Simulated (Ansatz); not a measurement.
All-electron LAPW in Ansatz 0.2.0 under PBE, scalar-relativistic, energies extrapolated to zero smearing. Slabs are 1×1 cells cut from bulk crystals relaxed on PAW files, with atoms then relaxed, 16 to 20 Å of vacuum, a dipole correction, k spacings of 0.16 to 0.26 Å⁻¹ and smearing of 0.02 to 0.1 eV, without spin–orbit coupling; Cr, Mn, Fe, Co, Ni, Eu and Gd start ferromagnetic, the others run without spin. The bulk type named needn't be the stable one, and no reconstruction is allowed.

Q: Order these slabs by work function, lowest first.
A. bcc Fe (111), 5 layers
B. hcp Cd (0001), 5 layers
C. bcc Cs (111), 5 layers
D. bcc K (110), 6 layers

A: C (2.02 eV), D (2.35 eV), B (3.75 eV), A (3.91 eV).
